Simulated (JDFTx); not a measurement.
System: hydrogen selenide, H2Se (SMILES [SeH2]), charge 0, multiplicity 1; geometry: optimised with GFN2-xTB in vacuum (no frequencies checked; largest PBE force component 1.4 eV/Å). Coordinates in Å:
```xyz
3

Se     0.000    -0.502     0.000
H      1.028     0.502     0.000
H     -1.028     0.502     0.000
```

Computed with a modified build of JDFTx: PBE, GBRV ultrasoft potentials, plane waves to 20/100 Ha. Liquid: CANDLE, water, 2 M NaCl. The liquid run sits in a periodic box with 3.75 Å from the outermost atoms to the faces; the vacuum run is isolated. The box matters at about 0.01 eV. The solvation energy is E(in liquid) − E(vacuum) at fixed geometry, with no thermal, conformational or standard-state terms added.

The values are those of the intact species: the continuum can't coordinate to it or react with it.

- solvation energy = -0.4 kcal/mol
- part: cavitation term of the fluid = 7.4 kcal/mol
- part: dispersion term of the fluid = -5.3 kcal/mol
- part: electrostatic term of the fluid = -3.1 kcal/mol
- part: distortion of the solute's electrons = 0.6 kcal/mol
- dipole moment in vacuum = 0.59 D
- dipole moment in the liquid = 0.95 D
- highest occupied level in vacuum (zero: vacuum level) = -5.91 eV
- highest occupied level in the liquid (zero: bulk electrolyte) = -5.73 eV
- volume of the model's cavity = 143.3 Å³
- rough cost, vacuum and liquid run = 40 s and 30 s of core time
